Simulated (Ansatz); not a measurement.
NiSb:
```cif
data_Ni2Sb2
_chemical_formula_sum 'Ni2 Sb2'
_space_group_name_H-M_alt 'P63/mmc'
_space_group_IT_number 194
_space_group_name_Hall '-P 6c 2c'
_cell_length_a 3.97416
_cell_length_b 3.97416
_cell_length_c 5.15929
_cell_angle_alpha 90.000
_cell_angle_beta 90.000
_cell_angle_gamma 120.000
loop_
_atom_site_label
_atom_site_type_symbol
_atom_site_symmetry_multiplicity
_atom_site_Wyckoff_symbol
_atom_site_fract_x
_atom_site_fract_y
_atom_site_fract_z
_atom_site_occupancy
Ni1 Ni 2 a 0.00000 0.00000 0.00000 1
Sb1 Sb 2 c 0.33333 0.66667 0.25000 1
```

Relaxed with PBE.

### Question
Which orbitals make up the states near the Fermi level in DFT-PBE in the program Ansatz with PAW potentials?

### Answer
Within 0.5 eV of the Fermi level: Ni 3d 53 %, Sb 5p 35 %, Sb 5s 7 %. Projections are on Löwdin-orthogonalised atomic valence shells; empty p or d shells of many metals are not among them.

### Question
Tabulate the density of states.

### Answer
States/eV per cell of 4 atoms, in 0.25 eV bins, energy from the Fermi level.

| E (eV) | total | Ni 3d | Sb 5p | Ni 4s |
|---|---|---|---|---|
| -7.85 | 0.00 | 0.00 | 0.00 | 0.00 |
| -7.60 | 0.00 | 0.00 | 0.00 | 0.00 |
| -7.35 | 0.00 | 0.00 | 0.00 | 0.00 |
| -7.10 | 0.00 | 0.00 | 0.00 | 0.00 |
| -6.85 | 0.00 | 0.00 | 0.00 | 0.00 |
| -6.60 | 0.00 | 0.00 | 0.00 | 0.00 |
| -6.35 | 0.33 | 0.02 | 0.22 | 0.08 |
| -6.10 | 1.36 | 0.11 | 0.87 | 0.28 |
| -5.85 | 1.71 | 0.17 | 1.08 | 0.31 |
| -5.60 | 1.73 | 0.19 | 1.17 | 0.24 |
| -5.35 | 1.87 | 0.26 | 1.26 | 0.20 |
| -5.10 | 1.89 | 0.33 | 1.22 | 0.18 |
| -4.85 | 1.40 | 0.29 | 0.85 | 0.12 |
| -4.60 | 1.70 | 0.40 | 0.99 | 0.15 |
| -4.35 | 2.05 | 0.58 | 1.14 | 0.17 |
| -4.10 | 1.85 | 0.62 | 0.99 | 0.13 |
| -3.85 | 2.64 | 1.12 | 1.28 | 0.12 |
| -3.60 | 4.23 | 2.26 | 1.72 | 0.14 |
| -3.35 | 5.16 | 2.92 | 1.88 | 0.20 |
| -3.10 | 3.37 | 2.05 | 1.13 | 0.08 |
| -2.85 | 6.68 | 4.47 | 1.96 | 0.07 |
| -2.60 | 9.74 | 7.21 | 2.09 | 0.13 |
| -2.35 | 5.27 | 3.98 | 1.05 | 0.05 |
| -2.10 | 5.76 | 5.40 | 0.18 | 0.04 |
| -1.85 | 14.46 | 13.74 | 0.26 | 0.15 |
| -1.60 | 6.72 | 6.14 | 0.32 | 0.09 |
| -1.35 | 8.76 | 8.13 | 0.35 | 0.08 |
| -1.10 | 4.92 | 4.12 | 0.58 | 0.07 |
| -0.85 | 3.02 | 2.15 | 0.65 | 0.05 |
| -0.60 | 2.45 | 1.58 | 0.67 | 0.04 |
| -0.35 | 2.55 | 1.55 | 0.75 | 0.04 |
| -0.10 | 2.48 | 1.43 | 0.77 | 0.05 |
| 0.15 | 2.15 | 1.00 | 0.82 | 0.05 |
| 0.40 | 2.20 | 0.90 | 0.95 | 0.05 |
| 0.65 | 1.64 | 0.59 | 0.80 | 0.04 |
| 0.90 | 1.29 | 0.43 | 0.65 | 0.04 |
| 1.15 | 2.00 | 0.61 | 1.03 | 0.11 |
| 1.40 | 1.97 | 0.54 | 1.09 | 0.10 |
| 1.65 | 1.76 | 0.43 | 1.03 | 0.08 |
| 1.90 | 1.54 | 0.35 | 0.94 | 0.07 |
| 2.15 | 1.46 | 0.31 | 0.91 | 0.07 |
| 2.40 | 1.64 | 0.32 | 1.05 | 0.10 |
| 2.65 | 1.66 | 0.30 | 1.09 | 0.09 |
| 2.90 | 1.44 | 0.24 | 0.97 | 0.09 |
| 3.15 | 1.49 | 0.22 | 1.01 | 0.13 |
| 3.40 | 1.19 | 0.16 | 0.79 | 0.13 |
| 3.65 | 0.95 | 0.11 | 0.50 | 0.19 |
| 3.90 | 1.20 | 0.11 | 0.40 | 0.39 |
| 4.15 | 1.23 | 0.08 | 0.28 | 0.45 |
| 4.40 | 1.58 | 0.08 | 0.35 | 0.52 |
| 4.65 | 2.22 | 0.10 | 0.48 | 0.64 |
| 4.90 | 2.03 | 0.09 | 0.50 | 0.67 |

Space group P6_3/mmc (NiAs type). The PBE relaxation kept the symmetry of its start. The workflow began spin-polarised and lost its moments. Scalar-relativistic: spin–orbit coupling is off unless named, which matters more the heavier the elements.

Potentials: the later of the program's two PAW sets.
